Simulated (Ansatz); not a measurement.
One crystal and one scan (generalised stacking-fault energy along a line) at two levels, PBE (plane waves to 420 eV, PAW, scalar-relativistic; Ansatz, a quantum-chemistry and plane-wave program) and r2SCAN (plane waves to 500 eV, PAW, scalar-relativistic; Ansatz), each from its own relaxed cell and on its own mesh. The cell shown is that of PBE.

Generalised stacking fault of LiF (rock salt) on the {110} plane. The cell below holds the perfect crystal with the plane normal along z; tilting its third vector by the shift puts one fault into each cell, between planes 1.44 Å apart, at fixed cell height.

```xyz
6
Lattice="2.8764 0.0000 0.0000 0.0000 4.0679 0.0000 1.4382 2.0339 4.3146" Properties=species:S:1:pos:R:3 pbc="T T T"
F      1.1985     1.6949     3.5955
F      1.1985     1.6949     0.7191
F      2.6367     3.7289     2.1573
Li     1.1985     3.7289     3.5955
Li     1.1985     3.7289     0.7191
Li     2.6367     1.6949     2.1573
```

In-plane vectors a = (2.876, 0.000) Å, b = (0.000, 4.068) Å, area 11.70 Å². The shift is s times the vector a (length 2.876 Å), so s = 1 restores the start. Atoms relax along the normal only. γ = [E(shift) − E(0)] / area.

Energies are extrapolated to zero smearing. LiF was relaxed with its symmetry unable to fall. Faults lie only 4.2 Å apart, and holding the cell height raises γ above its relaxed value. Faults lie only 4.3 Å apart, and holding the cell height raises γ above its relaxed value. Both scans cover s from 0.000 to 0.917.

γ (mJ/m²), each from zero shift of its own level:

```
s      PBE    r2SCAN
-----  ---  --------
0.000    0         0
0.083   58        81
0.167  174  withheld
0.250  288       414
0.333  382       550
0.417  443       640
0.500  465       672
0.583  443       640
0.667  382       550
0.750  288       414
0.833  174  withheld
0.917   58        81
```

Question: Estimate the r2SCAN value at 0.167 from the PBE value there and the ratio of the two levels in the two nearest given rows on that side of the minimum.

Answer: At 0.250 and 0.083 the ratio r2SCAN/PBE averages 1.417, which gives 1.417 × 174 = 247 mJ/m². The calculation gives 247 mJ/m², +42.0 % against PBE.

(The slope of γ gives the shear force per area between the displaced halves; near zero shift its curvature is an elastic stiffness.)
